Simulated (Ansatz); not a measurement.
Relaxed-ion elastic tensor of BP (NiAs type, space group No. 194) in GPa (Voigt order), PBEsol (plane waves, PAW; program Ansatz); density 3.43 g/cm³, 10.10 Å³ per atom.

|  | 1 | 2 | 3 | 4 | 5 | 6 |
|---|---|---|---|---|---|---|
| 1 | 287 | 70.1 | 134 | 0.0 | 0.0 | 0.0 |
| 2 | 70.1 | 287 | 134 | 0.0 | 0.0 | 0.0 |
| 3 | 134 | 134 | 255 | 0.0 | 0.0 | 0.0 |
| 4 | 0.0 | 0.0 | 0.0 | 32.5 | 0.0 | 0.0 |
| 5 | 0.0 | 0.0 | 0.0 | 0.0 | 32.5 | 0.0 |
| 6 | 0.0 | 0.0 | 0.0 | 0.0 | 0.0 | 108 |

Q: Is the crystal mechanically stable?

A: Yes: the smallest eigenvalue of C is 32.5 GPa.

Q: Work out the Voigt, Reuss and Hill averages.

A: K_V = 167, K_R = 167, K_H = 167; G_V = 67.4, G_R = 50.9, G_H = 59.2 GPa.

Q: Give Young's modulus, Poisson's ratio, Pugh's ratio and the universal anisotropy index.

A: E = 9KG/(3K + G) = 159 GPa; ν = 0.34; K/G = 2.82 (ductile by the Pugh limit of 1.75); A_U = 5G_V/G_R + K_V/K_R − 6 = 1.62.

Q: Estimate the sound speeds and the Debye temperature.

A: v_l = √((K + 4G/3)/ρ) = 8460 m/s, v_t = √(G/ρ) = 4150 m/s, mean 4660 m/s; Θ = (h/k)(3n/4πV)^(1/3) v_m = 642 K.

Q: How much does each axis shrink under pressure?

A: Linear compressibilities β_i = Σ_j S_ij (j = 1 to 3): x 2.2, y 2.2, z 1.6 per TPa.

Space group P6_3/mmc (NiAs type). The cell is a constructed one: a structure type filled with these elements; neither database checked (COD, Materials Project) lists it. It is not the phase usual at ambient conditions (space group No. 216). The PBEsol relaxation kept the symmetry of its start. At this level the phase is dynamically unstable (imaginary phonons). As this level gives no gap, shear constants depend on the k-mesh and smearing (Fermi–Dirac, 0.1 eV here). On the denser mesh and wider smearing of the elastic run this cell carries a stress of 0.3 GPa.

Potentials: the earlier of the program's two PAW sets. The files were generated under PBE; for other functionals the program regenerates the frozen cores, and for LDA and PBEsol the local potential too.
